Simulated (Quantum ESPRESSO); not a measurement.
Band energies of Sr$_{2}$RhH$_{5}$

```xyz
8
Lattice="-2.6684 2.6684 3.8783 2.6684 -2.6684 3.8783 2.6684 2.6684 -3.8783" Properties=species:S:1:pos:R:3 pbc="T T T"
H     -1.4863     1.4863     3.8338
H      1.1820     1.1820    -0.0444
H      1.4863    -1.4863     3.8338
H      1.4863     1.4863     3.8338
H      0.0000     0.0000     1.8577
Sr     0.0000     2.6684     1.9343
Sr     2.6684     0.0000     1.9343
Rh     0.0000     0.0000     0.0596
```

norm-conserving PBEsol (Quantum ESPRESSO, 88 Ry, scalar-relativistic); path ΓXYSΓZS1NPY1Z,XP; energies in eV from the valence-band maximum.

```csv
k (1/Å),point,band 17,band 18,band 19,band 20,band 21,band 22,band 23,band 24
0.00,Γ,-3.70,-2.34,-1.97,-1.97,-0.56,1.89,2.20,3.31
0.21,,-3.62,-2.34,-2.01,-1.98,-0.44,1.82,2.20,3.70
0.62,,-3.21,-2.36,-2.26,-2.03,0.00,0.82,2.14,2.69
0.83,X,-3.12,-2.37,-2.32,-2.04,-0.04,0.71,2.11,2.39
0.83,Y,-3.10,-2.41,-2.25,-2.03,-0.61,0.95,2.51,2.56
1.14,S,-2.93,-2.50,-2.15,-2.02,-0.98,0.98,2.30,2.58
1.32,,-2.94,-2.42,-2.19,-2.01,-0.60,1.46,1.97,3.04
1.66,,-3.36,-2.35,-2.07,-1.99,-0.35,1.82,2.19,4.01
2.01,Γ,-3.70,-2.34,-1.97,-1.97,-0.56,1.89,2.20,3.31
2.17,,-3.64,-2.37,-1.97,-1.97,-0.69,1.89,2.15,3.66
2.50,,-3.28,-2.58,-1.99,-1.99,-1.20,1.27,1.95,3.09
2.82,Z,-3.03,-2.75,-2.02,-2.02,-1.43,0.55,2.01,2.39
2.82,S1,-2.93,-2.50,-2.15,-2.02,-0.98,0.98,2.30,2.58
2.98,,-2.94,-2.47,-2.16,-2.01,-0.72,1.33,2.09,2.86
3.31,N,-3.01,-2.46,-2.14,-2.01,-0.29,1.89,2.43,2.71
3.61,,-3.44,-2.39,-2.11,-2.06,-0.16,1.07,2.54,2.99
3.75,,-3.72,-2.37,-2.10,-2.09,-0.19,0.92,2.55,2.67
3.90,P,-3.85,-2.36,-2.10,-2.10,-0.23,0.93,2.53,2.53
4.04,,-3.59,-2.36,-2.15,-2.07,-0.19,0.88,2.48,2.58
4.32,,-3.16,-2.39,-2.25,-2.03,-0.33,0.82,2.49,2.66
4.47,Y1,-3.10,-2.41,-2.25,-2.03,-0.61,0.95,2.51,2.56
4.61,,-3.08,-2.49,-2.17,-2.02,-1.00,0.91,2.31,2.57
4.90,Z,-3.03,-2.75,-2.02,-2.02,-1.43,0.55,2.01,2.39
4.90,X,-3.12,-2.37,-2.32,-2.04,-0.04,0.71,2.11,2.39
5.04,,-3.25,-2.36,-2.27,-2.04,-0.10,0.77,2.19,2.44
5.31,P,-3.85,-2.36,-2.10,-2.10,-0.23,0.93,2.53,2.53
```

The PBEsol gap is indirect, 0.55 eV, from 75 % of the way from Γ to X to Z; the smallest direct gap is 0.74 eV.

Spin-orbit splittings are left out.

Geometry of the Materials Project entry, not relaxed at this level.

The structure is a Materials Project entry; no match was found in the copy of COD used, and its stability was not checked.
